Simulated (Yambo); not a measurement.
Material: KHgF3 (space group Cmmm, No. 65, within 0.06 Å of Pm-3m); a = 4.533 Å, b = 4.533 Å, c = 4.524 Å, α = 90.00°, β = 90.00°, γ = 90.11° (5 atoms in the cell). The geometry is that of Materials Project entry mp-7483, symmetrised and not relaxed again.

With PBEsol (pw.x of Quantum ESPRESSO, ONCV potentials, with spin-orbit coupling), the gap between the mesh's edge points ((-0.5, -0.5, -0.5) → Γ) is 0.304 eV.

### Question
By how much does one-shot G0W0 (Yambo; 2×2×2 Γ-centred k mesh, bands 9 to 284 and a 7 Ry block in the screening, 284 bands in G with the Bruneval-Gonze terminator, plasmon pole fitted at 27.2 eV) open this gap, and what gap results?

### Answer
The correction is 1.901 eV, giving 2.205 eV, 7.2 times the PBEsol value.  Nearest settings tried, and what they do to the gap: 190 bands in G: +17 meV; 190 bands in W, 190 bands in G: +107 meV; 6 Ry block (175 vectors against 191): +6 meV. Not varied: mesh. So the settings aren't converged at that level. The k mesh is coarse.
